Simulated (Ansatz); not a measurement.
An Ansatz (a program for electronic structure) run. Input:

Ansatz 0.2 input:
```yaml
crystal:
  lattice:
    - [3.8406636898, 0.0, 0.0]
    - [-1.9203318449, 3.3261123228, 0.0]
    - [0.0, 0.0, 12.6215124277]
  atoms:
    - { symbol: Si, position: [0.6666666667, 0.3333333333, 0.6559160169] }
    - { symbol: Si, position: [0.6666666667, 0.3333333333, 0.8440839831] }
    - { symbol: Si, position: [0.0, 0.0, 0.906786516] }
    - { symbol: Si, position: [0.0, 0.0, 0.0932134841] }
    - { symbol: Si, position: [0.3333333333, 0.6666666667, 0.1559160169] }
    - { symbol: Si, position: [0.3333333333, 0.6666666667, 0.3440839831] }
    - { symbol: Si, position: [0.0, 0.0, 0.4067865159] }
    - { symbol: Si, position: [0.0, 0.0, 0.593213484] }
kpoints:
  mp_grid: { grid: [8, 8, 3] }
hamiltonian:
  xc: r2scan
  pseudopotentials: { kind: paw }
scf:
  occupations: { method: fixed }
checkpoint: { read: static.run }
output: { bader: true, populations: true }
```

Output (shortened):

```
Pseudopotential: Si, paw, valence charge 4
Functional definition: r2SCAN
Crystal: 8 atoms, lattice volume = 161.233 Å³
Basis set: ecut = 500 eV, 4037 PW (Γ), exchange–correlation on 120×120×384 points (64 copies of the dense FFT grid, shifted against one another)
Bands: 24, of which v1, the nominal top of the filled ones, is band 16 counted from 1 (15 counted from 0)
Symmetry: 24 space group operations
Space group: P63/mmc (ITA 194), of the structure as read, at distance tolerance 5.4e-5 Å
k-points: 20 of 192
Stability of the state it starts from, as read at its close in the unpolarized treatment …
iter 1 solved again at ethr=5.26e-8 eV; its pass at ethr=3.10e-3 eV (dr2=1.68e-5 eV) is discarded
SCF iter   1: F=—  HF=-5112.491001 eV  |F-HF|=—  |Δ(HF+E_count)|=         —  Δρ=2.35e-7  dr2=8.09e-11  dr2_τ=1.46e-12  ethr=5.26e-8  ⟨swp⟩=3.5  Hψ=3520  notcnv=0  defer=119
preconditioner: auto → Resta (q_TF=auto, 2.084 Å⁻¹)
SCF iter   2: F=-5112.491001 eV  HF=-5112.491001 eV  |F-HF|=3.64e-12  |Δ(HF+E_count)|=   2.08e-8  Δρ=7.44e-8  dr2=1.01e-11  dr2_τ=9.94e-13  ethr=1.00e-12  ⟨swp⟩=11.8  Hψ=3025  notcnv=0
SCF 1 converged in 2 iterations: F = -5112.491001 eV  dr2 = 1.01e-11
SCF converged after 2 iterations
Free energy (F): -5112.491001 eV
Harris-Foulkes:  -5112.491001 eV  (|F-HF|=3.64e-12)
Internal energy: -5112.491001 eV  (E = F + TS)
E sigma→0 (E₀):  -5112.491001 eV
Fermi energy:    6.205855 eV
--- Per-component energies (eV) ---
  E_band       = 25.825247
  E_kinetic    = 323.287213
  E_local      = -216.019579  (includes V_loc(G=0)·N_el)
  E_nonlocal   = 199.942549
  E_hartree    = 60.479195
  E_xc         = -412.049597
  E_vxc        = -397.961854  (∫ρ·V_xc dr)
  E_paw        = -4156.062072  (= ΣΔE_a)
  E_vpaw       = -19.953598  (= ΣTr[D̂ρ^β])
  E_aug_tail   = 0.000034  (compensation charges beyond the density's cutoff)
  E_vtau       = 15.572117  (kinetic-family band-sum trace: ∫τ·v_τ [+ j·A + Jᵃ·Aᵃ] dr)
  E_ewald      = -911.457280
  E_core_change = -0.611464  (= ΣΔE_core)
  E_smearing   =  0.000000  (= −TS)
  E_closure    = 0.000000  (closes the sum)
  Σ components = -5112.491001   (vs F -5112.491001, Δ=0.00e0)
  [band-id]    e_kinetic+e_local+e_nonlocal+2·e_hartree+e_vxc+e_vpaw+e_augmentation_tail+e_vtau = 25.825272   (vs E_band 25.825247, Δ=2.55e-5)
--- Band table (eV; the first three rows and the last of 20) ---
  k-point 0: bands = ["-6.4128", "-5.5888", "-5.5716", "-3.9968", "-1.1655", "1.9723", "2.0050", "4.7729", "4.7729", "5.2545", "5.2545", "5.4021", "5.4021", "6.0345", "6.2059", "6.2059", "7.8074", "8.2665", "8.6584", "8.6757", "8.6757", "8.8866", "9.2998", "9.2998"]
  k-point 1: bands = ["-6.3180", "-6.0366", "-4.9808", "-4.3394", "-0.6445", "0.5268", "3.5929", "4.8371", "4.8371", "5.0232", "5.0232", "5.1630", "5.7022", "5.7022", "6.0471", "6.0471", "7.8766", "8.0758", "8.8529", "8.8529", "8.8965", "9.0963", "9.1708", "9.1708"]
  k-point 2: bands = ["-6.2222", "-5.3997", "-5.3839", "-3.8035", "-1.0731", "1.9606", "1.9905", "3.4940", "4.1260", "4.2739", "4.3804", "4.9602", "5.0206", "5.0259", "5.7494", "5.9414", "8.2002", "8.5548", "8.9844", "9.1228", "9.1971", "9.6207", "9.6927", "9.7521"]
  k-point 19: bands = ["-3.4294", "-3.2708", "-2.8197", "-2.6579", "-1.2670", "-1.2389", "-0.7758", "-0.5878", "1.4852", "1.5635", "2.1494", "2.3775", "2.8494", "3.4360", "3.8716", "3.8840", "7.8301", "8.0445", "8.9048", "9.9323", "10.3620", "10.6520", "10.6709", "11.1853"]
--- Löwdin populations: 8 sites ---
  site symbol       q [e]
     0     Si      3.9672
     1     Si      3.9672
     2     Si      3.9532
     3     Si      3.9532
     4     Si      3.9672
     5     Si      3.9672
     6     Si      3.9532
     7     Si      3.9532
  spilling = 0.009953 (of n_electrons = 32.000000)
--- Bader charges: 8 sites ---
  site symbol  charge [e]  shift [e]
     0     Si     -0.0122     0.0010
     1     Si     -0.0122     0.0010
     2     Si      0.0122     0.0010
     3     Si      0.0122     0.0010
     4     Si     -0.0122     0.0010
     5     Si     -0.0122     0.0010
     6     Si      0.0122     0.0010
     7     Si      0.0122     0.0010
  shift: an alarm, by how much a part of what the PAW files miss would move the charge. Where it is large, compare
  with a run on PAW files of another source; a small one proves nothing
  estimated error of the sums over rays = 1.3e-4 e
```

Cost: about 2.3 core-minutes (a rough figure) on shared cores.

Space group P6_3/mmc. The start of the workflow was typed in or built on a structure type; the Crystallography Open Database copy checked does not list it. It is not the phase usual at ambient conditions (space group No. 227). The cell was relaxed with r²SCAN under the symmetry of its start; whether a distortion lowers the energy is not shown.

Potentials: the later of the program's two PAW sets.

Ansatz is a plane-wave DFT program.
